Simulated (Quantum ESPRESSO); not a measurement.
# Ti2TaW2Sn3: one composition in several site orders

Computed values, not a measurement. The program is pw.x of Quantum ESPRESSO 7.5 (plane-wave density functional theory). The cell is made up: eight metal atoms on a hexagonal close-packed lattice, with elements, volume, strain and displacements drawn at random and not relaxed, so it may be unstable or far from any real phase. PseudoDojo standard norm-conserving files set the functional (PBE unless stated); there is no spin polarisation or spin-orbit coupling, the Fermi-Dirac width of 0.25 eV means electrons at about 2900 K, and the masses in the input are unused placeholders. The tin pseudopotential is less sure than most, with forces differing by about three percent from a second method on plain tin. Heavy elements are run without spin-orbit coupling, which real alloys of them have. A spin test at this wide smearing found no moment, but such smearing suppresses magnetism that the real alloy may have.

The runs put one composition on the sites in different orders. Cell, positions, cutoff, mesh and smearing stay as in the input of run 1; sites are counted in its order. Stress in the tables is positive in tension.

Input of run 1:

```
&control calculation='scf', pseudo_dir='./dojo.nc.sr.pbe.v0_5.standard.upf', outdir='./o', disk_io='medium', tprnfor=.true., tstress=.true. /
&system ibrav=0, nat=8, ntyp=4, nbnd=68, ecutwfc=84.00895049, nosym=.true., tot_charge=0,
 occupations='smearing', smearing='fd', degauss=0.0183746611
/
&electrons conv_thr=1.470e-08, electron_maxstep=70, mixing_beta=0.5 /
ATOMIC_SPECIES
Sn 1.0 Sn.upf
Ta 1.0 Ta.upf
Ti 1.0 Ti.upf
W 1.0 W.upf
CELL_PARAMETERS angstrom
-0.0087 0.0341 -4.8868
0.0269 5.1255 -0.0364
6.023 0.0311 0.0107
ATOMIC_POSITIONS angstrom
Ti 0.1351 -0.0235 0.0058
Ti 3.0397 0.0505 0.0732
Ta 1.5666 2.6217 0.1999
W 4.4004 2.4335 -0.0851
Sn 0.0951 1.7391 -2.486
W 3.0479 1.73 -2.5117
Sn 1.6539 4.3548 -2.5691
Sn 4.464 4.4498 -2.4558
K_POINTS automatic
5 5 4 1 1 1
```

| run | elements on sites 1 to 8 | free energy less that of run 1 (eV) | -TS (eV) | pressure (GPa) | stress xx (GPa) | stress yy (GPa) | stress zz (GPa) | stress yz (GPa) | stress xz (GPa) | stress xy (GPa) | iterations |
| --- | --- | --- | --- | --- | --- | --- | --- | --- | --- | --- | --- |
| 1 | Ti Ti Ta W Sn W Sn Sn | 0.000 | -1.507 | 2.59 | -4.97 | -7.86 | 5.07 | -1.16 | 1.72 | 0.89 | 15 |
| 2 | Sn Sn Ti Ti W Sn W Ta | 0.034 | -1.552 | 0.80 | 1.13 | 0.72 | -4.26 | -0.43 | -1.18 | -0.18 | 16 |
| 3 | Ta Sn Ti W Sn Sn Ti W | 0.369 | -1.591 | 0.29 | 1.12 | 0.97 | -2.96 | -0.54 | 0.34 | -1.50 | 15 |
| 4 | Ti Sn Ti Sn Sn W W Ta | -0.118 | -1.551 | 1.69 | 2.11 | -3.19 | -4.00 | 0.11 | 1.24 | 0.31 | 16 |
| 5 | Ti W Ti W Sn Sn Sn Ta | 0.282 | -1.558 | 2.21 | -4.76 | -6.56 | 4.69 | 0.59 | 0.82 | 1.09 | 15 |
| 6 | Sn W Ti Ti Sn W Sn Ta | -0.192 | -1.541 | 2.68 | -1.68 | -0.20 | -6.17 | 0.64 | 0.92 | 0.20 | 16 |

Forces Fx Fy Fz (eV/Å):

```
site              run 1             run 2              run 3              run 4              run 5              run 6
   1  -0.89 -0.10 -0.37  -0.81 0.35 -0.47  -2.24 -0.54 -0.33  -0.64 -0.60 -0.29   -0.96 0.23 -0.37  -1.42 -0.17 -0.78
   2   0.46 -0.21 -0.90  0.23 -1.68 -1.53   0.23 -1.94 -1.44  -0.80 -0.91 -1.29   0.98 -0.50 -1.26   0.65 -0.10 -1.14
   3   0.26 -0.83 -2.62  -0.88 0.04 -1.06  -0.19 -0.07 -1.49   -0.46 0.32 -1.09  -0.33 -0.34 -1.73   0.32 -0.54 -1.61
   4     0.39 0.83 0.33    1.65 0.89 0.00    1.60 1.89 -0.19     1.72 1.88 0.06    1.07 0.69 -0.12    0.36 -0.03 0.18
   5    -0.88 0.48 1.00   -0.59 0.47 0.30    -0.83 0.41 0.73     0.23 0.09 0.62    -1.53 0.53 0.69    -1.19 1.28 0.83
   6     0.27 1.09 0.24   -0.12 2.22 1.24     0.62 2.15 1.32    -0.31 0.99 0.85     0.96 1.25 1.01     0.31 0.45 0.55
   7    -0.72 0.15 2.11  -0.96 -0.63 1.15   -0.47 -0.18 1.17   -0.61 -0.52 1.11   -1.45 -0.29 1.69    0.45 -0.56 1.95
   8    1.11 -1.40 0.22   1.48 -1.67 0.36    1.28 -1.71 0.24    0.86 -1.25 0.02    1.27 -1.57 0.09    0.52 -0.34 0.03
```

The sites are displaced and not relaxed, so the energy differences mix bonding between neighbours with strain and are not ordering energies. A rerun of one cell of this series at a higher cutoff and on a denser mesh moved values by no more than 0.003 eV in energy, 0.04 GPa in stress and 0.008 eV/Å in force, and a second program with other atomic files agreed on that cell to 2 % rms in force and 0.5 GPa in pressure.